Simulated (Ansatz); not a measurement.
**Kick test of a cell of Hf₂ZrGe₂**

It was reached by relaxing an invented guess, and it needn't be the stable form of this composition.

The calculation used DFT PBE, scalar-relativistic, plane waves, PAW (Ansatz). Cutoff 420 eV; k points 4×4×8 on the computed 10-atom cell (Γ-centred); Gaussian smearing, width 0.10 eV; no spin polarisation.

The cell below (10 atoms, space group P4/mbm (No. 127)) is relaxed within its symmetry.

```
Zr Hf Ge
1.0
     7.20732    0.00000    0.00000
     0.00000    7.20732    0.00000
     0.00000    0.00000    3.70010
Zr Hf Ge
2 4 4
Direct
  0.00000 0.00000 0.00000
  0.50000 0.50000 0.00000
  0.17081 0.67081 0.50000
  0.32919 0.17081 0.50000
  0.82919 0.32919 0.50000
  0.67081 0.82919 0.50000
  0.37014 0.87014 0.00000
  0.12986 0.37014 0.00000
  0.62986 0.12986 0.00000
  0.87014 0.62986 0.00000
```

For the test it was strained at random (σ = 1.5 % a component), the atoms were moved at random (σ = 0.05 Å), and all was relaxed again on a coarse 6×4×4 mesh (in the run’s order of axes) with 0.20 eV smearing, with no symmetry imposed.

These runs have no spin–orbit coupling, which can matter for Hf.

Question: Does it come back?

Answer: It returns, within 1 meV/atom of the unmoved cell on that mesh and with the same symmetry when read at 0.1 Å. No instability shows in this cell; modes of other wave vectors, which need another repeat, aren't tested.
